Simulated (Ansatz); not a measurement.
TiSn₃O₈ (anatase sites, Cm): the band gap by level of theory

All numbers come from Ansatz. The calculation is non-magnetic, and the structure need not be a phase that has been made.

The cell is TiSn₃O₈ on the sites of the anatase structure (relaxed group Cm); cell and atoms were relaxed with r2SCAN. It is monoclinic, Cm (No. 8); conventional cell a = 10.919 Å, b = 3.933 Å, c = 7.848 Å, β = 111.0°, 13.11 Å³ an atom. Ti is surrounded by 6 O at 1.94–2.02 Å; Sn is surrounded by 6 O at 2.01–2.10 Å; O is surrounded by 3 Sn at 2.02–2.10 Å; O is surrounded by 2 Sn at 2.01–2.02 Å and 1 Ti at 2.02 Å; O is surrounded by 1 Ti at 1.96 Å and 2 Sn at 2.08 Å; O is surrounded by 3 Sn at 2.03–2.08 Å; Sn is surrounded by 6 O at 2.02–2.08 Å; Sn is surrounded by 6 O at 2.02–2.11 Å (further sites aren't listed).

```
Ti Sn O
1.0
     5.45955   -1.96663    0.04242
     5.45955    1.96663    0.04242
    -2.86900    0.00000    7.30478
Ti Sn O
1 3 8
Direct
  0.99969 0.99969 0.99854
  0.24729 0.24729 0.37130
  0.99981 0.99981 0.50132
  0.25317 0.25317 0.87878
  0.45297 0.45297 0.47676
  0.19763 0.19763 0.09816
  0.04299 0.04299 0.26340
  0.79590 0.79590 0.39817
  0.45774 0.45774 0.97833
  0.20176 0.20176 0.60150
  0.04600 0.04600 0.78158
  0.80504 0.80504 0.90215
```

On this one geometry the levels give:
```
  level  k mesh  gap (eV)      kind                        edges  least direct gap (eV)
PBE+SOC   8×8×4      2.52  indirect  (-0.052, -0.469, 0.135) → Γ                   2.83
 r2SCAN   8×8×4      3.11  indirect  (-0.052, -0.469, 0.135) → Γ                   3.41
  HSE06   4×4×2      4.16  indirect  (-0.052, -0.469, 0.135) → Γ                   4.44
   PBE0   4×4×2      4.90  indirect  (-0.052, -0.469, 0.135) → Γ                   5.18
```
Wave cutoffs: 420 eV, 500 eV (r2SCAN).
Points off the special ones are mesh points or PBE's searched band edges, reused at the other levels. PBE's own run along the path (2.53 eV) came before the search for the edges and missed one, so it isn't listed.

With HSE06 the valence top lies at k = (-0.052, -0.469, 0.135) and the conduction bottom at Γ, 4.16 eV higher; the smallest vertical gap, at Γ, is 4.44 eV.

All these functionals give a gap of the same kind, indirect.

Only the levels marked +SOC include spin-orbit coupling.

Coordinates of k points refer to the reciprocal vectors of the primitive cell of the runs.

The meshes of the hybrids are coarse, so their gaps aren't converged to the digits shown.
